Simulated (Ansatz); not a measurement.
Here is the system:

In₂SeS:
```cif
data_In2SSe
_chemical_formula_sum 'In2 Se1 S1'
_space_group_name_H-M_alt 'P3m1'
_space_group_IT_number 156
_space_group_name_Hall 'P 3 -2"'
_cell_length_a 4.05109
_cell_length_b 4.05109
_cell_length_c 9.58226
_cell_angle_alpha 90.000
_cell_angle_beta 90.000
_cell_angle_gamma 120.000
loop_
_atom_site_label
_atom_site_type_symbol
_atom_site_symmetry_multiplicity
_atom_site_Wyckoff_symbol
_atom_site_fract_x
_atom_site_fract_y
_atom_site_fract_z
_atom_site_occupancy
In1 In 1 a 0.00000 0.00000 0.44550 1
In2 In 1 b 0.33333 0.66667 0.03455 1
Se1 Se 1 b 0.33333 0.66667 0.57337 1
S1 S 1 a 0.00000 0.00000 0.19458 1
```

This is the r²SCAN-relaxed structure.

**Question.** All from r²SCAN in the plane-wave PAW code Ansatz, unless another level is named. Estimate the smallest direct gap on the standard path.

**Answer.** 1.73 eV.

**Question.** Give the hole effective mass.

**Answer.** 0.76 mₑ (isotropic).

**Question.** What about the formation energy from the elements (no fitted shifts)?

**Answer.** -0.56 eV/atom.

**Question.** Give the band gap.

**Answer.** 0.83 eV (indirect).

**Question.** Give the electron effective mass.

**Answer.** 0.20, 0.20, 0.32 mₑ (principal values).

**Question.** And the conduction-band minimum?

**Answer.** at A.

The start of the workflow was typed in or built on a structure type; neither database checked (COD, Materials Project) lists it. Whether it is the stable phase at ambient conditions was not checked. The cell was relaxed with r²SCAN under the symmetry of its start; its stability against distortions is not shown here. The references are the lowest solids computed at this level, not always the standard phases. Spin–orbit coupling is left out wherever it is not named.

Potentials: the earlier of the program's two PAW sets. The files were generated under PBE; for other functionals the program regenerates the frozen cores, and for LDA and PBEsol the local potential too.
